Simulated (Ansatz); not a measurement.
Sb (A7)

The computed numbers are results of r²SCAN, scalar-relativistic (no spin polarisation) in the plane-wave PAW code Ansatz at 500 eV, Γ-centred 12×12×12 mesh, 0.05 eV Gaussian smearing. The datasets are Ansatz's generated set soft_2.

```cif
data_structure
_symmetry_space_group_name_H-M 'P 1'
_symmetry_Int_Tables_number 1
_cell_length_a 4.6170
_cell_length_b 4.6170
_cell_length_c 4.6170
_cell_angle_alpha 56.045
_cell_angle_beta 56.045
_cell_angle_gamma 56.045
_cell_volume 63.22
loop_
_atom_site_label
_atom_site_type_symbol
_atom_site_fract_x
_atom_site_fract_y
_atom_site_fract_z
_atom_site_occupancy
Sb1 Sb 0.23133 0.23133 0.23133 1
Sb2 Sb 0.76867 0.76867 0.76867 1
```

Cell and atoms are those of this level's equilibrium.

Path: Γ–T–H2 | H0–L–Γ–S0 | S2–F–Γ, with Γ = (0.000, 0.000, 0.000), T = (0.500, 0.500, 0.500), H2 = (0.764, 0.236, 0.500), H0 = (0.500, -0.236, 0.236), L = (0.500, 0.000, 0.000), S0 = (0.368, -0.368, 0.000), S2 = (0.632, 0.000, 0.368), F = (0.500, 0.000, 0.500) in reciprocal vectors of the calculation's cell.

Levels between -5 and 3 eV from the Fermi level at the path's named points:
| point | below E_F (eV) | above E_F (eV) |
| --- | --- | --- |
| Γ | -2.31 -1.96 -1.96 | 1.88 2.58 2.58 |
| T | -1.51 -1.51 -0.40 | 0.26 0.26 1.28 |
| H2 and H0 | -4.88 -1.06 | 0.81 |
| L | -2.27 -2.21 -0.41 -0.14 | 0.27 0.69 |
| S0 and S2 | -3.29 -3.06 | 2.78 |
| F | -3.87 -3.77 | 1.68 |

(1) By these bands, is it a metal or an insulator, and if it has a gap, where are the band edges on this path?

Answer:

(1) A semimetal or zero-gap crystal: the filled and empty bands only touch or barely overlap.

No spin–orbit coupling, a notable omission for heavy elements. The structure is built of weakly bound bilayers, and this functional has no dispersion term, so their spacing and all that hangs on it (volume, the soft elastic constants, low modes, dielectric constants) are poorly given. The relaxed cell is 6 % larger in volume than the cell of this structure in the Crystallography Open Database (29.96 Å³/atom, 1969).
